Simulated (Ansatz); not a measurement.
Data:

NbP:
```cif
data_Nb2P2
_chemical_formula_sum 'Nb2 P2'
_space_group_name_H-M_alt 'P 1'
_space_group_IT_number 1
_cell_length_a 6.08122
_cell_length_b 6.08122
_cell_length_c 6.08122
_cell_angle_alpha 148.479
_cell_angle_beta 148.479
_cell_angle_gamma 45.179
loop_
_space_group_symop_operation_xyz
  'x, y, z'
loop_
_atom_site_label
_atom_site_type_symbol
_atom_site_fract_x
_atom_site_fract_y
_atom_site_fract_z
_atom_site_occupancy
Nb1 Nb 0.00021 0.00021 0.00000 1
Nb2 Nb 0.75021 0.25021 0.50000 1
P1 P 0.58242 0.58242 0.00000 1
P2 P 0.33242 0.83242 0.50000 1
```

This is the LDA-relaxed structure.

Task: All from DFT-LDA in the program Ansatz with PAW potentials, unless another level is named. Give the bulk modulus (Birch–Murnaghan fit).

Result: 208 GPa.

Task: Give the highest zone-centre frequency.

Result: 395 cm⁻¹.

Space group I4_1md. The LDA relaxation kept the symmetry of its start. The run is not spin-polarised. A small band overlap can be real or an error of a semilocal functional. As this level gives no gap, phonon frequencies hold no LO–TO term and depend on the k-mesh and smearing (Fermi–Dirac, 0.1 eV here).

Potentials: the earlier of the program's two PAW sets. The files were generated under PBE; for other functionals the program regenerates the frozen cores, and for LDA and PBEsol the local potential too.
